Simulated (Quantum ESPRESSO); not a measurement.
Pt4WHfAu2, input and log of a self-consistent run

A calculation, not a measurement. The program is pw.x of Quantum ESPRESSO 7.5 (plane-wave density functional theory). The cell is made up: eight metal atoms on a hexagonal close-packed lattice, with elements, volume, strain and displacements drawn at random and not relaxed, so it may be unstable or far from any real phase. PseudoDojo standard norm-conserving files set the functional (PBE unless stated); there is no spin polarisation or spin-orbit coupling, the Fermi-Dirac width of 0.25 eV means electrons at about 2900 K, and the masses in the input are unused placeholders. Heavy elements are run without spin-orbit coupling, which real alloys of them have. A spin test at this wide smearing found no moment, but such smearing suppresses magnetism that the real alloy may have.

Input:

```
&control calculation='scf', pseudo_dir='./dojo.nc.sr.pbe.v0_5.standard.upf', outdir='./o', disk_io='minimal', tprnfor=.true., tstress=.true. /
&system ibrav=0, nat=8, ntyp=4, nbnd=84, ecutwfc=84.00895049, nosym=.true., tot_charge=0,
 occupations='smearing', smearing='fd', degauss=0.0183746611
/
&electrons conv_thr=1.470e-08, electron_maxstep=70, mixing_beta=0.5 /
ATOMIC_SPECIES
Au 1.0 Au.upf
Hf 1.0 Hf.upf
Pt 1.0 Pt.upf
W 1.0 W.upf
CELL_PARAMETERS angstrom
0.0 0.0 -4.6532
0.0 5.1084 0.0
5.8987 0.0 0.0
ATOMIC_POSITIONS angstrom
Pt -0.1848 0.1123 -0.0295
Pt 2.9042 0.0875 0.0856
Pt 1.2099 2.4074 0.0187
W 4.4455 2.5582 0.1071
Hf -0.0204 1.5755 -2.2876
Au 2.9581 1.8117 -2.516
Au 1.5384 4.2473 -2.3901
Pt 4.4774 4.1529 -2.2189
K_POINTS automatic
5 5 4 1 1 1
```

The log is shortened where brackets say so; the opening notice, blank lines, dates and the lines on written files are dropped, and the path of the files is cut. It prints rydbergs, bohrs and kilobars, and counts compression as positive stress. Its total energy is the free energy E - TS of the whole cell.

```
     Program PWSCF v.7.5
     Parallel version (MPI & OpenMP), running on       4 processor cores
     Number of MPI processes:                 4
     Threads/MPI process:                     1
     [start-up lines left out]
     bravais-lattice index     =            0
     lattice parameter (alat)  =       8.7933  a.u.
     unit-cell volume          =     946.2143 (a.u.)^3
     number of atoms/cell      =            8
     number of atomic types    =            4
     number of electrons       =       136.00
     number of Kohn-Sham states=           84
     kinetic-energy cutoff     =      84.0090  Ry
     charge density cutoff     =     336.0358  Ry
     scf convergence threshold =      1.5E-08
     mixing beta               =       0.5000
     number of iterations used =            8  plain     mixing
     Exchange-correlation= PBE
                           (   1   4   3   4   0   0   0)
     [axes and pseudopotential details left out]
   Cartesian axes
     site n.     atom                  positions (alat units)
         1        Pt     tau(   1) = (  -0.0397146   0.0241339  -0.0063397  )
         2        Pt     tau(   2) = (   0.6241296   0.0188043   0.0183959  )
         3        Pt     tau(   3) = (   0.2600146   0.5173644   0.0040187  )
         4        W      tau(   4) = (   0.9553641   0.5497722   0.0230164  )
         5        Hf     tau(   5) = (  -0.0043841   0.3385842  -0.4916187  )
         6        Au     tau(   6) = (   0.6357131   0.3893450  -0.5407032  )
         7        Au     tau(   7) = (   0.3306112   0.9127697  -0.5136465  )
         8        Pt     tau(   8) = (   0.9622195   0.8924826  -0.4768546  )
     number of k points=    50  Fermi-Dirac smearing, width (Ry)=  0.0184
                       cart. coord. in units 2pi/alat
        k(    1) = (   0.0986065   0.0910892  -0.1000000), wk =   0.0400000
        k(    2) = (   0.2958194   0.0910892  -0.1000000), wk =   0.0400000
     [further k points left out]
     Dense  grid:    98371 G-vectors     FFT dimensions: (  54,  60,  72)
     Estimated max dynamical RAM per process >     410.93 MB
     Estimated total dynamical RAM >       1.53 GB
     Initial potential from superposition of free atoms
     starting charge     135.9968, renormalised to     136.0000
     Starting wfcs are   80 randomized atomic wfcs +    4 random wfcs
     total cpu time spent up to now is        5.7 secs
     per-process dynamical memory:   325.2 Mb
     Self-consistent Calculation
     iteration #  1     ecut=    84.01 Ry     beta= 0.50
     Davidson diagonalization with overlap
     ethr =  1.00E-02,  avg # of iterations =  3.0
     total cpu time spent up to now is       21.5 secs
     total energy              =   -1901.12674429 Ry
     estimated scf accuracy    <       2.14693239 Ry
     iteration #  2     ecut=    84.01 Ry     beta= 0.50
     Davidson diagonalization with overlap
     ethr =  1.58E-03,  avg # of iterations =  2.8
     total cpu time spent up to now is       37.7 secs
     total energy              =   -1901.31065302 Ry
     estimated scf accuracy    <       8.80815561 Ry
     iteration #  3     ecut=    84.01 Ry     beta= 0.50
     Davidson diagonalization with overlap
     ethr =  1.58E-03,  avg # of iterations =  2.1
     total cpu time spent up to now is       53.8 secs
     total energy              =   -1902.15286232 Ry
     estimated scf accuracy    <       0.28517345 Ry
     iteration #  4     ecut=    84.01 Ry     beta= 0.50
     Davidson diagonalization with overlap
     ethr =  2.10E-04,  avg # of iterations =  2.2
     total cpu time spent up to now is       68.9 secs
     total energy              =   -1902.19433511 Ry
     estimated scf accuracy    <       0.15686844 Ry
     iteration #  5     ecut=    84.01 Ry     beta= 0.50
     Davidson diagonalization with overlap
     ethr =  1.15E-04,  avg # of iterations =  2.0
     total cpu time spent up to now is       82.6 secs
     total energy              =   -1902.21014308 Ry
     estimated scf accuracy    <       0.03600999 Ry
     [iterations 6 to 10 left out]
     iteration # 11     ecut=    84.01 Ry     beta= 0.50
     Davidson diagonalization with overlap
     ethr =  2.44E-08,  avg # of iterations =  1.9
     total cpu time spent up to now is      168.8 secs
     total energy              =   -1902.21662206 Ry
     estimated scf accuracy    <       0.00000820 Ry
     iteration # 12     ecut=    84.01 Ry     beta= 0.50
     Davidson diagonalization with overlap
     ethr =  6.03E-09,  avg # of iterations =  2.0
     total cpu time spent up to now is      182.9 secs
     total energy              =   -1902.21662334 Ry
     estimated scf accuracy    <       0.00000226 Ry
     iteration # 13     ecut=    84.01 Ry     beta= 0.50
     Davidson diagonalization with overlap
     ethr =  1.66E-09,  avg # of iterations =  1.0
     total cpu time spent up to now is      195.8 secs
     total energy              =   -1902.21662362 Ry
     estimated scf accuracy    <       0.00000005 Ry
     iteration # 14     ecut=    84.01 Ry     beta= 0.50
     Davidson diagonalization with overlap
     ethr =  3.89E-11,  avg # of iterations =  2.0
     total cpu time spent up to now is      211.4 secs
     total energy              =   -1902.21662363 Ry
     estimated scf accuracy    <       0.00000002 Ry
     iteration # 15     ecut=    84.01 Ry     beta= 0.50
     Davidson diagonalization with overlap
     ethr =  1.43E-11,  avg # of iterations =  2.0
     total cpu time spent up to now is      225.6 secs
     End of self-consistent calculation
     [lines on levels left out]
!    total energy              =   -1902.21662363 Ry
     estimated scf accuracy    <          3.2E-09 Ry
     smearing contrib. (-TS)   =      -0.08749403 Ry
     internal energy E=F+TS    =   -1902.12912960 Ry
     The total energy is F=E-TS. E is the sum of the following terms:
     one-electron contribution =    -503.90005310 Ry
     hartree contribution      =     325.72067019 Ry
     xc contribution           =    -355.85142451 Ry
     ewald contribution        =   -1368.09832218 Ry
     convergence has been achieved in  15 iterations
     Forces acting on atoms (cartesian axes, Ry/au):
     atom    1 type  3   force =    -0.00551264   -0.05342755    0.02450132
     atom    2 type  3   force =     0.02023569   -0.01177515   -0.04657329
     atom    3 type  3   force =     0.03220054    0.04853540   -0.01620111
     atom    4 type  4   force =    -0.04119494    0.05728377   -0.04907143
     atom    5 type  2   force =     0.01307684    0.00268884   -0.00346791
     atom    6 type  1   force =    -0.00172512   -0.01663529    0.08114638
     atom    7 type  1   force =    -0.01171937   -0.00143042    0.02554464
     atom    8 type  3   force =    -0.00536100   -0.02523961   -0.01587861
     Total force =     0.161271     Total SCF correction =     0.000158
     Computing stress (Cartesian axis) and pressure
          total   stress  (Ry/bohr**3)                   (kbar)     P=      -30.24
  -0.00027136   0.00002103  -0.00001464          -39.92        3.09       -2.15
   0.00002103  -0.00046183   0.00004034            3.09      -67.94        5.93
  -0.00001464   0.00004034   0.00011641           -2.15        5.93       17.13
     init_run     :      5.39s CPU      5.61s WALL (       1 calls)
     electrons    :    215.16s CPU    219.94s WALL (       1 calls)
     forces       :      2.81s CPU      2.83s WALL (       1 calls)
     stress       :      9.74s CPU      9.75s WALL (       1 calls)
     [timing details left out]
     PWSCF        :   3m53.19s CPU   3m58.30s WALL
     JOB DONE.
```

In other units: free energy -25880.976 eV for the cell, pressure -3.02 GPa, largest force component 2.086 eV/Å in size. The run took 240 s of wall time with four MPI processes on a shared machine (Intel Xeon, 2023 or later, virtual cores), so the time is rough. A rerun of this cell at a higher cutoff and on a denser mesh moved values by no more than 0.004 eV in energy, 0.06 GPa in stress and 0.010 eV/Å in force, and a second program with other atomic files agreed on that cell to 2 % rms in force and 0.5 GPa in pressure.